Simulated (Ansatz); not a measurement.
AlCr₂C in space group P6_3/mmc (No. 194; Al on 2d, Cr on 4f, C on 2a) under volume change, plane-wave PAW PBEsol (Ansatz code), shape and atoms relaxed at each volume.

```json
[
 {"V (Å³/atom)": "9.814", "E − E(relaxed) (meV/atom)": "65.1", "P (GPa)": "23.33"},
 {"V (Å³/atom)": "10.137", "E − E(relaxed) (meV/atom)": "27.4", "P (GPa)": "14.29"},
 {"V (Å³/atom)": "10.461", "E − E(relaxed) (meV/atom)": "6.5", "P (GPa)": "6.61"},
 {"V (Å³/atom)": "10.784", "E − E(relaxed) (meV/atom)": "0.0", "P (GPa)": "0.02"},
 {"V (Å³/atom)": "11.108", "E − E(relaxed) (meV/atom)": "5.8", "P (GPa)": "-5.58"},
 {"V (Å³/atom)": "11.431", "E − E(relaxed) (meV/atom)": "22.0", "P (GPa)": "-10.34"},
 {"V (Å³/atom)": "11.755", "E − E(relaxed) (meV/atom)": "47.1", "P (GPa)": "-14.36"}
]
```

Task: What does a third-order Birch–Murnaghan fit give for V₀, B₀ and B′?

Result: V₀ = 10.79 Å³/atom, B₀ = 201 GPa, B′ = 4.3.

Symmetry was held in the PBEsol relaxation; of distortions, only those at the zone centre were tested. The run is not spin-polarised.

Potentials: the later of the program's two PAW sets.
